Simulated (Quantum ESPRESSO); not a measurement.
Simulation results for MgIn2GeAs4 (made-up cell)

All values are calculated (Quantum ESPRESSO 7.5). Calculation on a made-up crystal cell, not a measurement: periodic Kohn-Sham density functional theory in plane waves with PseudoDojo standard norm-conserving scalar-relativistic pseudopotentials, each functional with its own files (v0.5 for PBE, v0.4.1 for LDA and PBEsol), no spin polarisation, no spin-orbit coupling, atoms not relaxed, stress positive in tension, energies less a fixed whole-eV offset for each atom's element; levels are Kohn-Sham levels at fractions of this cell's reciprocal vectors, counted from the reference band (half the neutral cell's valence electrons, rounded up) at Gamma; error bars cover cutoff and k-mesh only, not smearing or the files; added strain carries the atoms with the cell, and shear is the tensor component; each bar is the largest change over components, and at least 0.002 eV, 0.002 eV per angstrom or 0.02 GPa; energies are for the whole cell, and the offsets were chosen from early runs and are not element reference energies.

```cif
# cell vector a (Å): 6.0603 0.0000 0.0000
# cell vector b (Å): 0.0000 6.0603 0.0000
# cell vector c (Å): 0.0000 0.0000 6.0603
data_MgIn2GeAs4
_symmetry_space_group_name_H-M 'P 1'
_symmetry_Int_Tables_number 1
_cell_length_a 6.0603
_cell_length_b 6.0603
_cell_length_c 6.0603
_cell_angle_alpha 90.000
_cell_angle_beta 90.000
_cell_angle_gamma 90.000
_cell_volume 222.58
loop_
_atom_site_label
_atom_site_type_symbol
_atom_site_fract_x
_atom_site_fract_y
_atom_site_fract_z
_atom_site_occupancy
In1 In 0.00323 0.99251 0.98168 1
Mg1 Mg 0.00683 0.48943 0.50555 1
In2 In 0.49725 0.97908 0.50613 1
Ge1 Ge 0.51529 0.48105 0.00747 1
As1 As 0.23326 0.24223 0.26259 1
As2 As 0.25619 0.72450 0.75516 1
As3 As 0.75727 0.24949 0.74592 1
As4 As 0.75778 0.76669 0.24781 1
_calc_lattice_type 'zincblende/diamond'
_calc_functional 'pbe'
_calc_cutoff 1143  # eV
_calc_fermi_dirac_smearing 0.1  # eV
_calc_scf_tolerance 1e-07  # eV
_calc_electrons_removed 0
_calc_added_strain_kind 'zz'
_calc_added_strain 0.0151
_calc_k_mesh '6 x 6 x 6, shifted by half a step'
_calc_structure_shown 'before the added strain of 0.0151'
_calc_stress_xy ?
_calc_stress_yz ?
```

Atoms:
```tsv
atoms element	atom site	atom energy offset (eV)
In	1	-1808
Mg	2	-1617
In	3	-1808
Ge	4	-2430
As	5	-2887
As	6	-2887
As	7	-2887
As	8	-2887
```

**Q.** MgIn2GeAs4 (made-up cell): stress xy?
**A.** 0.3003 GPa

**Q.** Estimate the stress yz of MgIn2GeAs4 (made-up cell).
**A.** -0.1088 GPa

**Q.** Give the table of forces values for MgIn2GeAs4 (made-up cell).
**A.** 
Forces:
```tsv
site	x (eV/Å)	y (eV/Å)	z (eV/Å)
1	0.3807	0.142	0.2855
2	-0.3973	0.6417	-0.26
3	-0.2359	0.5915	0.01444
4	-0.3476	0.3416	0.3191
5	0.9624	0.09193	-0.7678
6	0.4217	-0.5653	0.4183
7	-0.7396	0.3505	0.1164
8	-0.04442	-1.594	-0.1259
```

Further results for MgIn2GeAs4 (made-up cell):

| Quantity | Value |
| --- | --- |
| free energy less offsets | 1.437 eV |
| smearing term minus ts | -0.02984 eV |
| scf iterations | 11 |
| pressure | -0.5244 GPa |
| stress xx | 0.4451 GPa |
| stress yy | 0.4932 GPa |
| stress zz | 0.635 GPa |
| stress xz | 0.9711 GPa |
| error bar energy | 0.002218 eV |
| error bar stress | 0.02 GPa |
| error bar force | 0.006048 eV/Å |
| error bars from | tighter rerun of a related cell |
